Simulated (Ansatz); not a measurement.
Zn$_{3}$P$_{4}$W in space group Pmn2_1 (No. 31; Pearson symbol oP16), DFT-PBE in the program Ansatz with PAW potentials, all energies at zero smearing, with the estimated change up to a 700 eV cutoff added, with one set of potentials and settings (totals compare only within such a set). Cell of 16 atoms (6 Zn, 2 W, 8 P): -46730.309 eV.

```csv
element,reference phase,E (eV/atom)
Zn,"C2/m, 3 atoms in the cell",-3319.0295
W,"Im-3m, 1 atoms in the cell",-10384.8193
P,"Cmce, 4 atoms in the cell",-755.6743
```

Formation energy per atom, worked out: (-46730.309 − 6×(-3319.0295) − 2×(-10384.8193) − 8×(-755.6743))/16 = -0.069 eV/atom (-7 kJ per mol of atoms), at 0 K, without zero-point energy or fitted corrections.

The start of the workflow was typed in or built on a structure type; neither database checked (COD, Materials Project) lists it. Its standing as an ambient phase is unchecked. Symmetry was held in the PBE relaxation; whether a distortion lowers the energy is not shown. The run is not spin-polarised. The references are the lowest solids computed at this level, not always the standard phases. Spin–orbit coupling is left out wherever it is not named.

Potentials: the later of the program's two PAW sets.
